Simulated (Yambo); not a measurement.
A G0W0@LDA run in Yambo for AlBO$_{3}$ (space group R-3c, No. 167) (4×4×4 Γ-centred k mesh, 125 bands and a 7 Ry block in the screening, 125 bands in G with the Bruneval-Gonze terminator, plasmon pole fitted at 27.2 eV) gives these matrix elements, in eV, at the band edges (Γ → (0.25, 0.25, 0.25)):

```
state               E0    <Vxc>     <Σx>  <Σc(E0)>      Z
---------------  -----  -------  -------  --------  -----
valence edge     0.000  -20.381  -26.309     4.343  0.814
conduction edge  5.664  -11.904   -6.140    -4.096  0.852
```

Question: Solve the linearised quasiparticle equation for both states, give the gap, and say how exchange and correlation each act on it.

Answer: E = E0 + Z(Σx + Σc − Vxc). Valence: 0.000 + 0.814 × (-26.309 + (4.343) − (-20.381)) = -1.29 eV. Conduction: 5.664 + 0.852 × (-6.140 + (-4.096) − (-11.904)) = 7.08 eV. The gap is 8.38 eV, against 5.66 eV in LDA. Replacing Vxc by bare exchange alone would open it by 11.69 eV; correlation takes back 8.44 eV of that, and Z scales what is left. Nearest settings tried, and what they do to the gap: 1 Ry block (21 vectors against 193): +841 meV. Not varied: bands in G, bands in W, mesh. So the settings aren't converged at that level. 

Geometry of the Materials Project entry, not relaxed at this level; primitive cell a = b = c = 5.314 Å, α = β = γ = 50.16°.
